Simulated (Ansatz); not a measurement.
Cu3Pt:
```
CELL_PARAMETERS angstrom
      3.62961     0.00000     0.00000
      0.00000     3.62961     0.00000
      0.00000     0.00000     3.62961
ATOMIC_POSITIONS crystal
  Cu 0.00000 0.50000 0.50000
  Cu 0.50000 0.00000 0.50000
  Cu 0.50000 0.50000 0.00000
  Pt 0.00000 0.00000 0.00000
```

Relaxed with LDA. Special points in fractions of this cell's reciprocal vectors: Γ (0.000, 0.000, 0.000); X (0.000, 0.500, 0.000); M (0.500, 0.500, 0.000); R (0.500, 0.500, 0.500).

Problem. List the band energies nearest the Fermi level at these points for LDA in the plane-wave PAW code Ansatz.

Solution. In eV from the Fermi level; about four levels below and three above (degenerate sets whole), none deeper than 8.9 eV; … stands for higher levels left out; points with the same levels are listed once.

| k | below | above |
|---|---|---|
| Γ | -0.64 -0.64 -0.03 -0.03 -0.03 | 1.81 1.81 1.81 |
| X | -1.54 -1.23 -1.10 -0.09 | 6.93 6.93 7.88 7.88 |
| M | -1.57 -1.57 -0.02 -0.02 | 0.95 1.94 9.44 |
| R | -0.54 -0.54 -0.54 -0.48 -0.48 | 4.12 … |

Space group Pm-3m (Cu3Au type). The first step of the workflow began from a Materials Project structure, measured or hypothetical; the Crystallography Open Database files this formula in space group No. 221, but the cells were not matched. Its standing as an ambient phase is unchecked. The LDA relaxation kept the symmetry of its start; of distortions, only those at the zone centre were tested. No spin polarisation was allowed. Scalar-relativistic: spin–orbit coupling is off unless named, which matters more the heavier the elements.

Potentials: the later of the program's two PAW sets.
